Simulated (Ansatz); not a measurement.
An elastic tensor (GPa, Voigt order, standard axes) from DFT-LDA in the program Ansatz with PAW potentials:

|  | 1 | 2 | 3 | 4 | 5 | 6 |
|---|---|---|---|---|---|---|
| 1 | 33.6 | 17.2 | 11.6 | 0.0 | 0.0 | 0.0 |
| 2 | 17.2 | 32.1 | 7.3 | 0.0 | 0.0 | 0.0 |
| 3 | 11.6 | 7.3 | 47.0 | 0.0 | 0.0 | 0.0 |
| 4 | 0.0 | 0.0 | 0.0 | 7.5 | 0.0 | 0.0 |
| 5 | 0.0 | 0.0 | 0.0 | 0.0 | -0.5 | 0.0 |
| 6 | 0.0 | 0.0 | 0.0 | 0.0 | 0.0 | 10.5 |

Q: Which compound is it?
A) LiCSN, Pnma (Li on 4c, C on 4c, S on 4c, N on 4c)
B) K3SbS4, Cmc2_1 (Pearson symbol oS32)
C) FeB2, Pnma (Fe on 4c, B on 8d)

A: B, K3SbS4, Cmc2_1 (Pearson symbol oS32)

The workflow started from a Materials Project entry (that database holds measured and hypothetical structures alike); the Crystallography Open Database files this formula in space group No. 36, but the cells were not matched. Whether it is the stable phase at ambient conditions was not checked. Symmetry was held in the LDA relaxation; its stability against distortions is not shown here. Spin–orbit coupling is left out wherever it is not named.

Potentials: the later of the program's two PAW sets.
